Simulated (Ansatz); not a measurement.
Input, command and steps of an Ansatz relaxation.

```yaml
crystal:
  lattice:
    - [3.4915058435, 0.0, 0.0]
    - [0.0, 3.4915058435, 0.0]
    - [0.0, 0.0, 6.018090253]
  atoms:
    - { symbol: Sr, position: [0.0, 0.0, 0.0] }
    - { symbol: Ta, position: [0.5, 0.5, 0.5] }
    - { symbol: Be, position: [0.5, 0.0, 0.0] }
    - { symbol: Be, position: [0.0, 0.5, 0.0] }
    - { symbol: Be, position: [0.0, 0.0, 0.277] }
    - { symbol: Be, position: [0.0, 0.0, 0.723] }
basis:
  ecutwfc: 420
kpoints:
  mp_grid: { grid: [6, 6, 4] }
hamiltonian:
  xc: pbe
scf:
  occupations: { method: gaussian, width: 0.1 }
  lower_state_search: "off"
output:
  forces: true
  stress: true
  eigenvalues: true
relax:
  adjacent_minimum: "off"
  f_tol: 0.04
  max_steps: 70
  cell: { stress_tol: 0.4 }
```

```bash
ansatz run input.yaml --threads 1 --pin off --max-ram 2560MiB --backend cpu --events-out ev --progress --plain --runs-dir out
```

Theory: DFT PBE, scalar-relativistic, plane waves, PAW in Ansatz.

Of 11 frames 9 are shown, positions in Å and forces in eV/Å; the SCF threshold varies from step to step. Steps run on the plane waves of an earlier cell, with a Pulay correction in the pressure. The basis is chosen afresh for the last frame, the zero of the energies, and at times for earlier ones too; energy and pressure step there, also at an unchanged geometry. Here that happened at step 8 (-7 meV/atom, 0.3 GPa); the frames before carry an error of that size.

```xyz
6
Lattice="3.4915 0.0000 0.0000 0.0000 3.4915 0.0000 0.0000 0.0000 6.0181" Properties=species:S:1:pos:R:3:forces:R:3 pbc="T T T" step=1 free_energy_over_end_meV_per_atom=1864.95 pressure_GPa=56.00
Sr    0.0000    0.0000    0.0000    0.0000    0.0000    0.0000
Ta    1.7458    1.7458    3.0090    0.0000    0.0000    0.0000
Be    1.7458    0.0000    0.0000    0.0000    0.0000    0.0000
Be    0.0000    1.7458    0.0000    0.0000    0.0000    0.0000
Be    0.0000    0.0000    1.6670    0.0000    0.0000   13.2260
Be    0.0000    0.0000    4.3511    0.0000    0.0000  -13.2260
6
Lattice="3.6372 0.0000 0.0000 0.0000 3.6372 0.0000 0.0000 0.0000 5.8258" Properties=species:S:1:pos:R:3:forces:R:3 pbc="T T T" step=2 free_energy_over_end_meV_per_atom=957.86 pressure_GPa=36.30
Sr    0.0000    0.0000    0.0000    0.0000    0.0000    0.0000
Ta    1.8186    1.8186    2.9129    0.0000    0.0000    0.0000
Be    1.8186    0.0000    0.0000    0.0000    0.0000    0.0000
Be    0.0000    1.8186    0.0000    0.0000    0.0000    0.0000
Be    0.0000    0.0000    1.8015    0.0000    0.0000    9.0993
Be    0.0000    0.0000    4.0243    0.0000    0.0000   -9.0993
6
Lattice="3.7688 0.0000 0.0000 0.0000 3.7688 0.0000 0.0000 0.0000 5.8185" Properties=species:S:1:pos:R:3:forces:R:3 pbc="T T T" step=3 free_energy_over_end_meV_per_atom=381.54 pressure_GPa=22.54
Sr    0.0000    0.0000    0.0000    0.0000    0.0000    0.0000
Ta    1.8844    1.8844    2.9092    0.0000    0.0000    0.0000
Be    1.8844    0.0000    0.0000    0.0000    0.0000    0.0000
Be    0.0000    1.8844    0.0000    0.0000    0.0000    0.0000
Be    0.0000    0.0000    1.9875    0.0000    0.0000    3.3928
Be    0.0000    0.0000    3.8310    0.0000    0.0000   -3.3928
6
Lattice="3.9394 0.0000 0.0000 0.0000 3.9394 0.0000 0.0000 0.0000 6.0379" Properties=species:S:1:pos:R:3:forces:R:3 pbc="T T T" step=4 free_energy_over_end_meV_per_atom=139.39 pressure_GPa=11.29
Sr    0.0000    0.0000    0.0000    0.0000    0.0000    0.0000
Ta    1.9697    1.9697    3.0189    0.0000    0.0000    0.0000
Be    1.9697    0.0000    0.0000    0.0000    0.0000    0.0000
Be    0.0000    1.9697    0.0000    0.0000    0.0000    0.0000
Be    0.0000    0.0000    2.1484    0.0000    0.0000    0.4641
Be    0.0000    0.0000    3.8895    0.0000    0.0000   -0.4641
6
Lattice="4.0504 0.0000 0.0000 0.0000 4.0504 0.0000 0.0000 0.0000 6.3287" Properties=species:S:1:pos:R:3:forces:R:3 pbc="T T T" step=5 free_energy_over_end_meV_per_atom=55.09 pressure_GPa=5.29
Sr    0.0000    0.0000    0.0000    0.0000    0.0000    0.0000
Ta    2.0252    2.0252    3.1644    0.0000    0.0000    0.0000
Be    2.0252    0.0000    0.0000    0.0000    0.0000    0.0000
Be    0.0000    2.0252    0.0000    0.0000    0.0000    0.0000
Be    0.0000    0.0000    2.2546    0.0000    0.0000    0.8083
Be    0.0000    0.0000    4.0741    0.0000    0.0000   -0.8083
6
Lattice="4.2288 0.0000 0.0000 0.0000 4.2288 0.0000 0.0000 0.0000 6.7970" Properties=species:S:1:pos:R:3:forces:R:3 pbc="T T T" step=7 free_energy_over_end_meV_per_atom=7.74 pressure_GPa=0.06
Sr    0.0000    0.0000    0.0000    0.0000    0.0000    0.0000
Ta    2.1144    2.1144    3.3985    0.0000    0.0000    0.0000
Be    2.1144    0.0000    0.0000    0.0000    0.0000    0.0000
Be    0.0000    2.1144    0.0000    0.0000    0.0000    0.0000
Be    0.0000    0.0000    2.4801    0.0000    0.0000   -0.0314
Be    0.0000    0.0000    4.3168    0.0000    0.0000    0.0314
6
Lattice="4.2288 0.0000 0.0000 0.0000 4.2288 0.0000 0.0000 0.0000 6.7970" Properties=species:S:1:pos:R:3:forces:R:3 pbc="T T T" step=8 free_energy_over_end_meV_per_atom=0.43 pressure_GPa=0.40
Sr    0.0000    0.0000    0.0000    0.0000    0.0000    0.0000
Ta    2.1144    2.1144    3.3985    0.0000    0.0000    0.0000
Be    2.1144    0.0000    0.0000    0.0000    0.0000    0.0000
Be    0.0000    2.1144    0.0000    0.0000    0.0000    0.0000
Be    0.0000    0.0000    2.4801    0.0000    0.0000   -0.0283
Be    0.0000    0.0000    4.3168    0.0000    0.0000    0.0283
6
Lattice="4.2634 0.0000 0.0000 0.0000 4.2634 0.0000 0.0000 0.0000 6.7912" Properties=species:S:1:pos:R:3:forces:R:3 pbc="T T T" step=9 free_energy_over_end_meV_per_atom=0.21 pressure_GPa=-0.08
Sr    0.0000    0.0000    0.0000    0.0000    0.0000    0.0000
Ta    2.1317    2.1317    3.3956    0.0000    0.0000    0.0000
Be    2.1317    0.0000    0.0000    0.0000    0.0000    0.0000
Be    0.0000    2.1317    0.0000    0.0000    0.0000    0.0000
Be    0.0000    0.0000    2.4725    0.0000    0.0000    0.0866
Be    0.0000    0.0000    4.3187    0.0000    0.0000   -0.0866
6
Lattice="4.2549 0.0000 0.0000 0.0000 4.2549 0.0000 0.0000 0.0000 6.8179" Properties=species:S:1:pos:R:3:forces:R:3 pbc="T T T" step=11 free_energy_over_end_meV_per_atom=0.00 pressure_GPa=0.00
Sr    0.0000    0.0000    0.0000    0.0000    0.0000    0.0000
Ta    2.1274    2.1274    3.4089    0.0000    0.0000    0.0000
Be    2.1274    0.0000    0.0000    0.0000    0.0000    0.0000
Be    0.0000    2.1274    0.0000    0.0000    0.0000    0.0000
Be    0.0000    0.0000    2.4878    0.0000    0.0000   -0.0014
Be    0.0000    0.0000    4.3301    0.0000    0.0000    0.0014
```

The start puts this composition into another compound's structure type, which needn't suit it. The cell swells from 12.2 to 20.6 Å³ an atom, so the end can be far from any stable crystal. At the end the space group is P4/mmm (tolerance 0.05 Å).

It took 34 s on 1 thread of Arm Neoverse V2, with other jobs on the host, peak memory 0.41 GiB.

The k mesh is coarse. Spin–orbit coupling is left out, which can shift energies with elements as heavy as these.